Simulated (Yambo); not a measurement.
Yambo run on Cs2LiAlF6 (space group P-3m1, No. 164). The wavefunctions are norm-conserving PBEsol (Quantum ESPRESSO, 84 Ry, no spin-orbit coupling) ones on a 3×3×2 mesh (33 occupied bands); a = b = 6.2979 Å, c = 5.1033 Å, α = β = 90.00°, γ = 120.00°.

Yambo input:

```
rim_cut
HF_and_locXC
RandQpts= 1000000
RandGvec= 1 Ry
EXXRLvcs= 84 Ry
VXCRLvcs= 336 Ry
% QPkrange
 1 | 1 | 33 | 34 |
 2 | 2 | 33 | 34 |
 5 | 5 | 33 | 34 |
 6 | 6 | 33 | 34 |
%
```

k points by index: 1 = Γ, 2 = A, 5 = K, 6 = H.

Resulting energies as the program prints them:

```
#    K-point    Band    Eo [eV]    Ehf [eV]    Vxc [eV]    Vnlxc [eV]
#
    1    33    0.000000    -7.971232    -22.50666    -30.47789
    1    34    6.760497    10.95478    -8.504444    -4.310157
    2    33    -0.097482    -8.076498    -22.28415    -30.26316
    2    34    8.507763    12.86978    -8.683447    -4.321434
    5    33    -0.039375    -7.963694    -22.29700    -30.22132
    5    34    8.395043    12.53973    -8.761631    -4.616949
    6    33    -0.125905    -8.004993    -22.01824    -29.89733
    6    34    8.914991    13.31482    -9.371662    -4.971838
```
Exchange alone, without screening.

Geometry of the Materials Project entry, not relaxed at this level.

The structure is a Materials Project entry; no match was found in the copy of COD used, and its stability was not checked.
